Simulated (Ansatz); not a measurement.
## AuCu3-type ZrSi₃

The computed numbers are results of PBEsol, scalar-relativistic (no spin polarisation) in the plane-wave PAW code Ansatz at 420 eV, 8×8×8 k-mesh, Gaussian smearing of 0.05 eV. The datasets are Ansatz's generated set soft_2.

```xyz
4
Lattice="3.9508 0.0000 0.0000 0.0000 3.9508 0.0000 0.0000 0.0000 3.9508" Properties=species:S:1:pos:R:3 pbc="T T T"
Zr    0.0000    0.0000    0.0000
Si    0.0000    1.9754    1.9754
Si    1.9754    1.9754    0.0000
Si    1.9754    0.0000    1.9754
```

The cell came from substitution into a structure type; whether the compound takes it is for experiment to say.

The cell above was scaled in volume, its shape and atoms being fixed by the lattice's symmetry. Energies are counted from the cell above.

Cell and atoms are those of this level's equilibrium.

```csv
V (Å³/atom),ΔE (meV/atom),P (GPa)
14.80,10.3,5.5
15.11,2.5,2.6
15.42,0.0,0.0
15.72,2.3,-2.4
16.03,9.0,-4.5
```

**Question.** What do the points give for the equilibrium volume, the bulk modulus and its pressure derivative (third-order Birch–Murnaghan)?

**Answer.** V0 = 15.42 Å³/atom, B0 = 125 GPa, B0′ = 3.9.

B0·V0 = 124.8 GPa × 15.42 Å³ = 12.01 eV/atom sets the scale: near the minimum ΔE ≈ ½ B0 V0 x², with x = V/V0 − 1, and a pressure of 1.2 GPa squeezes the volume by about 1 %. At the ends of the curve: x = −4.0 % predicts 9.6 meV/atom and the run gives 10.3; x = +4.0 % predicts 9.6 meV/atom and the run gives 9.0. The lopsidedness is anharmonic: atoms resist being pushed together more than being pulled apart. The run is a metal.
